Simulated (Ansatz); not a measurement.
A geometry of Hf away from equilibrium: the start of the relaxation of a relaxed Hf cell, doubled along one cell vector, shaken by Gaussian noise of σ = 0.08 Å a coordinate. Calculation: PBEsol (plane waves to 420 eV, PAW, scalar-relativistic; Ansatz, a program for electronic structure). Γ-centred k-mesh 13×7×13 on the run's cell (coarser than for final values), Fermi–Dirac smearing 0.05 eV.

```xyz
2
Lattice="-1.7450 1.7450 1.7450 3.4901 -3.4901 3.4901 1.7450 1.7450 -1.7450" Properties=species:S:1:pos:R:3:forces:R:3 pbc="T T T" free_energy=-31197.293 pressure_GPa=0.2
Hf     0.0915    -0.1274    -0.0066    0.2477    0.3260   -0.2152
Hf     1.7340    -1.7449     1.8522   -0.2477   -0.3260    0.2152
```

Positions in Å, forces in eV/Å, free energy of the cell in eV (comparable only within this code, potentials and settings). Largest force: 0.46 eV/Å, on Hf1, Hf2 (atoms numbered as listed); the geometry lies 0.16 eV/atom above the end of its relaxation.

No spin polarisation in the result.

The run could not lose the symmetry of its start.

Of the parent cell (Im-3m (No. 229)): This is a known allotrope of Hf, reached from a generated start. Known forms of Hf include space group No. 194.
